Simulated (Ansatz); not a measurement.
The relaxed structure here is a generated cell of Y: the first start was made by a random draw of sites in a space group, and the end was not matched to a known phase here, so it may be hypothetical. Known forms of Y include space group No. 194.

The end point of a relaxation of Y. The numbers are results of r2SCAN (plane waves to 500 eV, PAW, scalar-relativistic; Ansatz, a first-principles code), not measurements.

```
CELL_PARAMETERS angstrom
      0.00000     2.55123     2.55123
      2.55123     0.00000     2.55123
      2.55123     2.55123     0.00000
ATOMIC_POSITIONS crystal
  Y  0.50000 0.50000 0.50000
```

**Question.** Find the space group and the Wyckoff positions (tolerance 0.01 Å).

**Answer.** Space group Fm-3m (No. 225); a = 5.1025 Å, b = 5.1025 Å, c = 5.1025 Å, α = 90.00°, β = 90.00°, γ = 90.00°

```
atom  site  symmetry       x       y       z
----  ----  --------  ------  ------  ------
Y       4b      m-3m  0.5000  0.5000  0.5000
```

This is the fcc (Cu type).

**Question.** Give the shortest distances between elements (the closest pairs, up to four, under 3.6 Å).

**Answer.** .

```yaml
volume_per_atom: 33.21 Å³
band_gap: no gap (metallic)
```

No spin polarisation in the result.

The run could not lose the symmetry of its start, so the end can be a saddle point.
